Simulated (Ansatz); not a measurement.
In2Se3:
Space group P3m1 (No. 156); a = 3.912 Å, b = 3.912 Å, c = 9.798 Å, α = 90.00°, β = 90.00°, γ = 120.00°

```json
[
 {"atom": "In", "site": "1a", "symmetry": "3m.", "x": "0.0000", "y": "0.0000", "z": "0.4265"},
 {"atom": "In", "site": "1a", "symmetry": "3m.", "x": "0.0000", "y": "0.0000", "z": "0.8251"},
 {"atom": "Se", "site": "1c", "symmetry": "3m.", "x": "0.6667", "y": "0.3333", "z": "0.6159"},
 {"atom": "Se", "site": "1b", "symmetry": "3m.", "x": "0.3333", "y": "0.6667", "z": "0.2867"},
 {"atom": "Se", "site": "1c", "symmetry": "3m.", "x": "0.6667", "y": "0.3333", "z": "0.9707"}
]
```

Relaxed with r²SCAN+D4. r²SCAN+D4 in the plane-wave PAW code Ansatz gives a gap of 0.52 eV.

### Question
What gap does HSE06 give on the same cell (Ansatz, PAW)?

### Answer
0.87 eV, 0.35 eV more. The hybrid was solved on a coarser mesh and at special points; the gap given is the minimum over both.

Cost on shared cores: the r²SCAN+D4 run (SCF on a 8×8×3 mesh, then bands and DOS) roughly 3 core-minutes, the HSE06 run (SCF on 5×5×2, then a few points) around 110 core-seconds (rough); the tasks are unlike.

The start of the workflow was typed in or built on a structure type; neither database checked (COD, Materials Project) lists it. COD files the formula under space group No. 160, 166, 169, 170. Whether it is the stable phase at ambient conditions was not checked. Symmetry was held in the r²SCAN+D4 relaxation; its stability against distortions is not shown here. Spin–orbit coupling is left out wherever it is not named.

Potentials: the earlier of the program's two PAW sets.
